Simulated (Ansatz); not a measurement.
# Eigenvalues along a path: Ru (hcp type)

```xyz
2
Lattice="2.0365 0.0000 0.0000 -1.0182 1.7636 0.0000 0.0000 0.0000 3.2973" Properties=species:S:1:pos:R:3 pbc="T T T"
Ru    0.0000    1.1758    0.8243
Ru    1.0182    0.5879    2.4730
```

The cell comes from a relaxation on PAW files under the same functional.

Computed with Ansatz 0.2.0; functional PBE, scalar-relativistic. Settings: a Γ-centred 18×18×10 k mesh, Fermi–Dirac smearing of 0.08 eV, no spin polarisation. Methods: LAPW: all electrons, basis error target 1 meV/atom.

This run: volume at 0.43 of the series' base cell.

Path points, in fractions of the reciprocal vectors: Γ (0.000, 0.000, 0.000), M (0.500, 0.000, 0.000), K (0.333, 0.333, 0.000), A (0.000, 0.000, 0.500), L (0.500, 0.000, 0.500), H (0.333, 0.333, 0.500). Levels in eV from the Fermi level; bands 27 to 39, counted from the lowest band of the run. The gap is zero, the pressure 1706 GPa.

```
# k(1/Å) point b27 b28 b29 b30 b31 b32 b33 b34 b35 b36 b37 b38 b39
0.000 Γ -15.87 -9.71 -9.41 -9.41 -9.30 -7.17 -7.17 -5.05 -5.05 2.12 2.12 6.02 10.38
0.445 - -14.78 -11.30 -8.90 -8.03 -7.99 -7.38 -6.62 -6.26 -5.70 -1.48 3.25 11.65 13.76
0.891 - -16.29 -11.86 -11.38 -8.27 -8.08 -6.40 -4.15 -3.96 -1.76 -0.78 4.84 14.92 18.44
1.336 - -18.41 -15.18 -12.92 -9.73 -5.33 -5.19 -2.97 1.22 3.33 5.63 6.92 11.61 18.84
1.781 M -19.18 -16.34 -13.53 -10.24 -5.55 -4.23 -1.25 4.74 5.82 6.16 10.31 13.31 16.92
2.038 - -18.26 -16.67 -12.76 -10.12 -5.66 -4.23 -2.03 4.47 5.08 5.28 11.35 13.65 18.07
2.296 - -17.43 -15.78 -10.86 -9.69 -6.04 -4.18 -4.02 3.05 3.90 4.16 13.95 14.16 17.38
2.553 - -18.17 -12.43 -9.21 -8.93 -6.81 -6.48 -3.68 1.53 3.05 3.27 13.99 15.41 15.66
2.810 K -18.47 -9.29 -9.29 -8.64 -7.89 -7.89 -3.02 1.79 1.79 2.98 14.24 14.57 14.57
3.324 - -17.05 -12.54 -11.58 -9.83 -5.61 -5.35 -4.93 -1.53 3.59 4.17 12.40 17.57 18.74
3.838 - -13.60 -13.05 -12.96 -9.80 -7.40 -6.68 -4.71 -3.19 -0.76 3.75 4.01 17.35 19.33
4.352 - -14.34 -11.95 -8.39 -7.99 -7.49 -7.35 -7.25 -7.17 -4.60 -1.56 3.24 12.87 14.78
4.867 Γ -15.87 -9.71 -9.41 -9.41 -9.30 -7.17 -7.17 -5.05 -5.05 2.12 2.12 6.02 10.38
5.105 - -15.69 -9.92 -9.62 -9.62 -8.81 -7.49 -7.49 -4.40 -4.40 2.37 2.37 5.15 9.37
5.343 - -15.14 -10.75 -9.92 -9.92 -8.23 -8.23 -7.19 -2.82 -2.82 2.71 2.71 3.11 8.71
5.581 - -14.27 -11.91 -9.97 -9.97 -9.04 -9.04 -4.85 -0.84 -0.84 0.57 2.39 2.39 9.11
5.819 A -13.15 -13.15 -9.66 -9.66 -9.66 -9.66 -2.16 -2.16 1.07 1.07 1.07 1.07 10.45
6.265 - -12.66 -12.66 -10.61 -10.61 -8.40 -8.40 -3.99 -3.99 0.64 0.64 3.36 3.36 13.41
6.710 - -14.92 -14.92 -10.99 -10.99 -5.54 -5.54 -3.49 -3.49 0.39 0.39 6.33 6.33 18.29
7.155 - -16.56 -16.56 -13.76 -13.76 -4.14 -4.14 0.51 0.51 3.01 3.01 8.80 8.80 19.21
7.601 L -16.91 -16.91 -15.17 -15.17 -4.11 -4.11 1.97 1.97 5.56 5.56 11.45 11.45 18.20
7.858 - -16.38 -16.38 -14.69 -14.69 -5.26 -5.26 2.17 2.17 4.20 4.20 13.13 13.13 19.13
8.115 - -15.49 -15.49 -12.95 -12.95 -7.24 -7.24 0.07 0.07 3.74 3.74 16.10 16.10 21.72
8.372 - -14.69 -14.69 -11.45 -11.45 -7.62 -7.62 -2.80 -2.80 3.25 3.25 19.41 19.41 23.54
8.629 H -14.25 -14.25 -11.70 -11.70 -5.74 -5.74 -4.89 -4.89 2.74 2.74 21.84 21.84 23.38
9.143 - -14.95 -14.95 -10.67 -10.67 -7.31 -7.31 -5.12 -5.12 5.21 5.21 15.67 15.67 22.77
9.658 - -14.47 -14.47 -10.03 -10.03 -7.62 -7.62 -4.99 -4.99 2.87 2.87 8.42 8.42 19.07
10.172 - -12.57 -12.57 -10.88 -10.88 -7.99 -7.99 -4.36 -4.36 0.53 0.53 3.98 3.98 14.21
10.686 A -13.15 -13.15 -9.66 -9.66 -9.66 -9.66 -2.16 -2.16 1.07 1.07 1.07 1.07 10.45
```
